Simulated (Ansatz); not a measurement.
Data:

AlB$_{2}$W$_{2}$:
```xyz
5
Lattice="1.5355 -5.7538 0.0000 1.5355 5.7538 0.0000 0.0000 0.0000 3.1143" Properties=species:S:1:pos:R:3 pbc="T T T"
Al     0.0000     0.0000     0.0000
W      1.5355     1.6512     1.5572
W      1.5355    -1.6512     1.5572
B      1.5355     3.3878     0.0000
B      1.5355    -3.3878     0.0000
```

This is the PBEsol-relaxed structure.

Q: All from PBEsol in the plane-wave PAW code Ansatz, unless another level is named. Give the highest zone-centre frequency.

A: 736 cm^-1.

Q: Next, the bulk modulus (Birch–Murnaghan fit)?

A: 264 GPa.

Space group Cmmm. The start of the workflow was typed in or built on a structure type; neither database checked (COD, Materials Project) lists it. Its standing as an ambient phase is unchecked. The cell was relaxed with PBEsol under the symmetry of its start; its stability against distortions is not shown here. No spin polarisation was allowed. As this level gives no gap, phonon frequencies hold no LO–TO term and depend on the k-mesh and smearing (Fermi–Dirac, 0.1 eV here). Scalar-relativistic: spin–orbit coupling is off unless named, which matters more the heavier the elements.

Potentials: the later of the program's two PAW sets.
